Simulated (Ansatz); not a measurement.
Data:

SnO2:
```cif
data_O4Sn2
_chemical_formula_sum 'Sn2 O4'
_space_group_name_H-M_alt 'P 1'
_space_group_IT_number 1
_cell_length_a 3.55759
_cell_length_b 3.55759
_cell_length_c 5.40319
_cell_angle_alpha 90.000
_cell_angle_beta 90.000
_cell_angle_gamma 90.000
loop_
_space_group_symop_operation_xyz
  'x, y, z'
loop_
_atom_site_label
_atom_site_type_symbol
_atom_site_fract_x
_atom_site_fract_y
_atom_site_fract_z
_atom_site_occupancy
Sn1 Sn 0.00000 0.00000 0.00000 1
Sn2 Sn 0.50000 0.50000 0.50000 1
O1 O 0.00000 0.50000 0.18205 1
O2 O 0.00000 0.50000 0.68205 1
O3 O 0.50000 0.00000 0.31795 1
O4 O 0.50000 0.00000 0.81795 1
```

This is the PBEsol-relaxed structure.

All from PBEsol in the plane-wave PAW code Ansatz, unless another level is named. Give the bulk modulus (Birch–Murnaghan fit).

150 GPa.

Give the highest zone-centre frequency (without LO–TO term).

703 cm^-1.

Space group P4_2/nmc. The cell is a constructed one: a structure type filled with these elements; neither database checked (COD, Materials Project) lists it. It is not the phase usual at ambient conditions (space group No. 136). The PBEsol relaxation kept the symmetry of its start. At this level the phase is mechanically unstable. Scalar-relativistic: spin–orbit coupling is off unless named, which matters more the heavier the elements.

Potentials: the later of the program's two PAW sets.
